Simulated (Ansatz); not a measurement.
The relaxed structure here is a generated cell of AlRu: the first start was made by placing the elements on the sites of a structure type, and the end was not matched to a known phase here, so it may be hypothetical.

One stationary structure of AlRu. Space group R-3m (No. 166), AFLOW prototype AB_hR2_166_a_b (L1_1, as in CuPt). All values below come from r2SCAN (plane waves to 500 eV, PAW, scalar-relativistic; Ansatz, a program for electronic structure).

```xyz
2
Lattice="1.4257 0.8231 3.9397 -1.4257 0.8231 3.9397 0.0000 -1.6463 3.9397" Properties=species:S:1:pos:R:3 pbc="T T T"
Al     0.0000     0.0000     0.0000
Ru     0.0000     0.0000     5.9095
```

For AlRu, the volume per atom is 13.87 Å³. The band gap is zero (metallic). The shortest distances is Al–Ru 2.57 Å; Al–Al 2.85 Å; Ru–Ru 2.85 Å. The k-mesh comes out as 19×19×19.

No spin polarisation in the result.

The run could not lose the symmetry of its start, so the end can be a saddle point.

All atoms sit on sites fixed by symmetry, so only the cell could relax.
